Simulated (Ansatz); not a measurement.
SiSn:
```cif
data_SiSn
_chemical_formula_sum 'Sn1 Si1'
_space_group_name_H-M_alt 'P-6m2'
_space_group_IT_number 187
_space_group_name_Hall 'P -6 2'
_cell_length_a 3.82988
_cell_length_b 3.82988
_cell_length_c 3.49251
_cell_angle_alpha 90.000
_cell_angle_beta 90.000
_cell_angle_gamma 120.000
loop_
_atom_site_label
_atom_site_type_symbol
_atom_site_symmetry_multiplicity
_atom_site_Wyckoff_symbol
_atom_site_fract_x
_atom_site_fract_y
_atom_site_fract_z
_atom_site_occupancy
Sn1 Sn 1 a 0.00000 0.00000 0.00000 1
Si1 Si 1 f 0.66667 0.33333 0.50000 1
```

Relaxed with PBEsol.

Task: Decompose the optical modes at the zone centre into irreducible representations, and say which are infrared and Raman allowed.

Result: Point group -6m2: Γ_opt = A2'' + E'. Infrared: A2'', E'. Raman: E'.

Task: Assign frequencies (DFPT, PBEsol (plane waves, PAW; program Ansatz)).

Result: A2'' 174, E' 214 cm⁻¹.

A made-up cell: these elements were put on the sites of a structure type; neither database checked (COD, Materials Project) lists it. Its standing as an ambient phase is unchecked. The cell keeps a stress of up to 0.2 GPa. Symmetry was held in the PBEsol relaxation; its stability against distortions is not shown here. As this level gives no gap, phonon frequencies hold no LO–TO term and depend on the k-mesh and smearing (Fermi–Dirac, 0.1 eV here). Spin–orbit coupling is left out wherever it is not named.

Potentials: the later of the program's two PAW sets.
